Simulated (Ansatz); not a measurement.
Polymorphs of GaAs, each relaxed with the program Ansatz at the PBE level (PAW):

A: rock salt (Fm-3m)
a = b = c = 5.3935 Å, α = β = γ = 90.00°

```
atom  site  symmetry       x       y       z
----  ----  --------  ------  ------  ------
As      4a      m-3m  0.0000  0.0000  0.0000
Ga      4b      m-3m  0.5000  0.5000  0.5000
```

B: zinc blende (F-43m)
a = b = c = 5.7451 Å, α = β = γ = 90.00°

```csv
atom,site,symmetry,x,y,z
Ga,4a,-43m,0.0000,0.0000,0.0000
As,4c,-43m,0.2500,0.2500,0.2500
```

C: P6_222
a = b = 4.081 Å, c = 8.937 Å, α = β = 90.00°, γ = 120.00°

```
atom  site  symmetry       x       y       z
----  ----  --------  ------  ------  ------
Ga      3d       222  0.5000  0.0000  0.5000
As      3c       222  0.5000  0.0000  0.0000
```

Task: Rank these by energy per atom at 0 K (lowest first), as PBE gives it.

Result: B (+0 meV/atom), C (+190 meV/atom), A (+327 meV/atom)

Task: Give each one's gap.

Result: A no gap; B 0.16 eV; C no gap.

Typed or built starts, not in the databases checked: A; C. Not the usual ambient phase: A; C. All cells were relaxed under the symmetry of their starts (and spin orders); stability against distortions was not tested throughout. Scalar-relativistic: spin–orbit coupling is off unless named, which matters more the heavier the elements.

Energies hold the estimated change up to a 700 eV cutoff; steps of a few meV lie near the error of the meshes.

Potentials: the earlier of the program's two PAW sets.
